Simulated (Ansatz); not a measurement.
input.yaml

```yaml
crystal:
  lattice:
    - [5.176, 0.0, 0.0]
    - [-2.588, 4.48254749, 0.0]
    - [0.0, 0.0, 10.353]
  atoms:
    - { symbol: Ta, position: [0.3333333333, 0.6666666667, 0.0] }
    - { symbol: Ta, position: [0.6666666667, 0.3333333333, 0.5] }
    - { symbol: Ta, position: [0.6666666667, 0.3333333333, 0.0] }
    - { symbol: Ta, position: [0.3333333333, 0.6666666667, 0.5] }
    - { symbol: Ta, position: [0.32, 0.0, 0.25] }
    - { symbol: Ta, position: [0.32, 0.32, 0.75] }
    - { symbol: Ta, position: [0.0, 0.32, 0.25] }
    - { symbol: Ta, position: [0.68, 0.0, 0.75] }
    - { symbol: Ta, position: [0.68, 0.68, 0.25] }
    - { symbol: Ta, position: [0.0, 0.68, 0.75] }
    - { symbol: "N", position: [0.34, 0.0, 0.625] }
    - { symbol: "N", position: [0.34, 0.34, 0.125] }
    - { symbol: "N", position: [0.0, 0.34, 0.625] }
    - { symbol: "N", position: [0.66, 0.0, 0.125] }
    - { symbol: "N", position: [0.66, 0.66, 0.625] }
    - { symbol: "N", position: [0.0, 0.66, 0.125] }
    - { symbol: "N", position: [0.0, 0.66, 0.375] }
    - { symbol: "N", position: [0.66, 0.66, 0.875] }
    - { symbol: "N", position: [0.66, 0.0, 0.375] }
    - { symbol: "N", position: [0.0, 0.34, 0.875] }
    - { symbol: "N", position: [0.34, 0.34, 0.375] }
    - { symbol: "N", position: [0.34, 0.0, 0.875] }
basis:
  ecutwfc: 500
kpoints:
  mp_grid: { grid: [12, 12, 4] }
hamiltonian:
  xc: r2scan
scf:
  occupations: { method: gaussian, width: 0.1 }
output:
  forces: true
  stress: true
  eigenvalues: true
relax:
  adjacent_minimum: "off"
  f_tol: 0.01
  max_steps: 40
```

Launched with
```bash
ansatz run input.yaml --threads 4 --pin off --max-ram 10240MiB --backend cpu --events-out ev --progress --plain --runs-dir out
```

All numbers below come from DFT r2SCAN, scalar-relativistic, plane waves, PAW (Ansatz).

Abridged output (final results; tables in files aren't shown):

```
SCF 6 converged in 2 iterations: F = -104089.737444 eV  dr2 = 1.74e-9
SCF converged after 2 iterations
Free energy (F): -104089.737444 eV
Harris-Foulkes:  -104089.737444 eV  (|F-HF|=1.08e-9)
Internal energy: -104089.697414 eV  (E = F + TS)
E sigma→0 (E₀):  -104089.717429 eV
Entropy (-TS):   -0.040029 eV (-1.820 meV/atom)
Fermi energy:    19.179303 eV
--- Per-component energies (eV) ---
  E_band       = -923.045578
  E_kinetic    = 5279.493871
  E_local      = -7738.264097  (includes V_loc(G=0)·N_el)
  E_nonlocal   = 687.436381
  E_hartree    = 2690.228780
  E_xc         = -2777.294614
  E_vxc        = -3254.714543  (∫ρ·V_xc dr)
  E_paw        = -85780.349338  (= ΣΔE_a)
  E_vpaw       = -1446.056835  (= ΣTr[D̂ρ^β])
  E_aug_tail   = 0.001077  (compensation charges beyond the density's cutoff)
  E_vtau       = 168.600307  (kinetic-family band-sum trace: ∫τ·v_τ [+ j·A + Jᵃ·Aᵃ] dr)
  E_ewald      = -16443.031897
  E_core_change = -7.917578  (= ΣΔE_core)
  E_smearing   = -0.040029  (= −TS)
--- Forces (eV/Å), atoms counted from 1 ---
  atom   1  Ta     0.00000000     0.00000000     0.00000000
  atom   2  Ta     0.00000000     0.00000000     0.00000000
  atom   3  Ta     0.00000000     0.00000000     0.00000000
  atom   4  Ta     0.00000000     0.00000000     0.00000000
  atom   5  Ta    -0.00015370     0.00000000     0.00000000
  atom   6  Ta    -0.00007685    -0.00013311     0.00000000
  atom   7  Ta     0.00007685    -0.00013311     0.00000000
  atom   8  Ta     0.00015370     0.00000000     0.00000000
  atom   9  Ta     0.00007685     0.00013311     0.00000000
  atom  10  Ta    -0.00007685     0.00013311     0.00000000
  atom  11  N     -0.00010054     0.00000000    -0.00010692
  atom  12  N     -0.00005027    -0.00008707    -0.00010692
  atom  13  N      0.00005027    -0.00008707    -0.00010692
  atom  14  N      0.00010054     0.00000000    -0.00010692
  atom  15  N      0.00005027     0.00008707    -0.00010692
  atom  16  N     -0.00005027     0.00008707    -0.00010692
  atom  17  N     -0.00005027     0.00008707     0.00010692
  atom  18  N      0.00005027     0.00008707     0.00010692
  atom  19  N      0.00010054     0.00000000     0.00010692
  atom  20  N      0.00005027    -0.00008707     0.00010692
  atom  21  N     -0.00005027    -0.00008707     0.00010692
  atom  22  N     -0.00010054     0.00000000     0.00010692
--- Stress (GPa, compression-positive) ---
        2.556522       0.000000       0.000000
        0.000000       2.556522       0.000000
        0.000000       0.000000       4.423244
  P = ⅓ Tr σ = 3.1788 GPa (31.788 kbar)
--- Band table (eV; the first three rows and the last of 57) ---
  k-point 0: bands = ["-52.5983", "-52.5976", "-52.5478", "-52.5478", "-51.8016", "-51.8009", "-51.7240", "-51.7240", "-51.7239", "-51.7239", "-18.8139", "-18.7500", "-18.7500", "-18.7456", "-18.7456", "-18.6924", "-18.5727", "-18.5057", "-18.3114", "-18.3114", "-18.3111", "-18.3111", "-17.9905", "-17.9905", "-17.9844", "-17.9844", "-17.9394", "-17.9287", "-17.9019", "-17.8659", "-17.7909", "-17.7695", "-17.6915", "-17.6915", "-17.6810", "-17.6810", "-17.2842", "-17.2842", "-17.2839", "-17.2839", "-0.1763", "1.0106", "1.3035", "1.7857", "1.7857", "2.0088", "2.0088", "2.2815", "2.2815", "2.4743", "2.4743", "2.9245", "9.1389", "9.9245", "10.7651", "10.7651", "11.1423", "11.1662", "11.5446", "1 ...
  k-point 1: bands = ["-52.5982", "-52.5977", "-52.5478", "-52.5478", "-51.8015", "-51.8010", "-51.7240", "-51.7240", "-51.7240", "-51.7240", "-18.7982", "-18.7495", "-18.7495", "-18.7464", "-18.7464", "-18.7128", "-18.5637", "-18.5165", "-18.3107", "-18.3107", "-18.3105", "-18.3105", "-17.9904", "-17.9904", "-17.9861", "-17.9861", "-17.9339", "-17.9289", "-17.8839", "-17.8539", "-17.8010", "-17.7881", "-17.6896", "-17.6896", "-17.6822", "-17.6822", "-17.2841", "-17.2841", "-17.2839", "-17.2839", "-0.0835", "0.6014", "1.7683", "1.8096", "1.8096", "1.9602", "1.9602", "2.3256", "2.3256", "2.4548", "2.4548", "2.7587", "9.3626", "10.0242", "10.7570", "10.8149", "10.8434", "10.8434", "11.2518", " ...
  k-point 2: bands = ["-52.5980", "-52.5980", "-52.5478", "-52.5478", "-51.8012", "-51.8012", "-51.7240", "-51.7240", "-51.7240", "-51.7240", "-18.7578", "-18.7578", "-18.7481", "-18.7481", "-18.7481", "-18.7481", "-18.5410", "-18.5410", "-18.3100", "-18.3100", "-18.3100", "-18.3100", "-17.9891", "-17.9891", "-17.9891", "-17.9891", "-17.9300", "-17.9300", "-17.8351", "-17.8351", "-17.8266", "-17.8266", "-17.6855", "-17.6855", "-17.6855", "-17.6855", "-17.2840", "-17.2840", "-17.2840", "-17.2840", "0.1856", "0.1856", "1.8751", "1.8751", "1.8751", "1.8751", "2.3283", "2.3283", "2.3999", "2.3999", "2.3999", "2.3999", "9.9688", "9.9688", "10.3132", "10.3132", "11.0620", "11.0620", "11.0620", "11 ...
  k-point 56: bands = ["-52.5730", "-52.5730", "-52.5730", "-52.5730", "-51.7592", "-51.7592", "-51.7451", "-51.7451", "-51.7451", "-51.7451", "-18.8065", "-18.8065", "-18.6566", "-18.6566", "-18.6566", "-18.6566", "-18.5290", "-18.5290", "-18.5290", "-18.5290", "-18.2428", "-18.2428", "-18.0034", "-18.0034", "-17.9842", "-17.9842", "-17.9842", "-17.9842", "-17.7745", "-17.7745", "-17.7210", "-17.7210", "-17.7210", "-17.7210", "-17.4852", "-17.4852", "-17.4203", "-17.4203", "-17.4203", "-17.4203", "1.4386", "1.4386", "1.4584", "1.4584", "1.4584", "1.4584", "2.1338", "2.1338", "2.1338", "2.1338", "2.3127", "2.3127", "10.4543", "10.4543", "10.4543", "10.4543", "10.7753", "10.7753", "11.4924",  ...
--- Relaxed structure (5 steps of the walk, 5 accepted, 0 SCFs on fresh bases) ---
  F+E_penalty+E_count = -104089.73744362 eV   max|allowed force component| = 1.746e-4 eV/Å
  atoms:
    - { symbol: Ta, position: [0.33333333, 0.66666666, 0.0] }
    - { symbol: Ta, position: [0.66666666, 0.33333333, 0.49999999] }
    - { symbol: Ta, position: [0.66666666, 0.33333333, 0.0] }
    - { symbol: Ta, position: [0.33333333, 0.66666666, 0.49999999] }
    - { symbol: Ta, position: [0.32406332, 0.0, 0.24999999] }
    - { symbol: Ta, position: [0.32406332, 0.32406332, 0.74999999] }
    - { symbol: Ta, position: [0.0, 0.32406332, 0.24999999] }
    - { symbol: Ta, position: [0.67593667, 0.0, 0.74999999] }
    - { symbol: Ta, position: [0.67593667, 0.67593667, 0.24999999] }
    - { symbol: Ta, position: [0.0, 0.67593667, 0.74999999] }
    - { symbol: N, position: [0.34040204, 0.0, 0.62126560] }
    - { symbol: N, position: [0.34040204, 0.34040204, 0.12126560] }
    - { symbol: N, position: [0.0, 0.34040204, 0.62126560] }
    - { symbol: N, position: [0.65959795, 0.0, 0.12126560] }
    - { symbol: N, position: [0.65959795, 0.65959795, 0.62126560] }
    - { symbol: N, position: [0.0, 0.65959795, 0.12126560] }
    - { symbol: N, position: [0.0, 0.65959795, 0.37873439] }
    - { symbol: N, position: [0.65959795, 0.65959795, 0.87873439] }
    - { symbol: N, position: [0.65959795, 0.0, 0.37873439] }
    - { symbol: N, position: [0.0, 0.34040204, 0.87873439] }
    - { symbol: N, position: [0.34040204, 0.34040204, 0.37873439] }
    - { symbol: N, position: [0.34040204, 0.0, 0.87873439] }
```

The relaxation met its thresholds.

The run took 110 s on 4 threads of Intel(R) Xeon(R) 6975P-C (Granite Rapids), with other jobs on the host, peak memory 2.5 GiB.

Spin–orbit coupling is left out, which can shift energies with elements as heavy as these.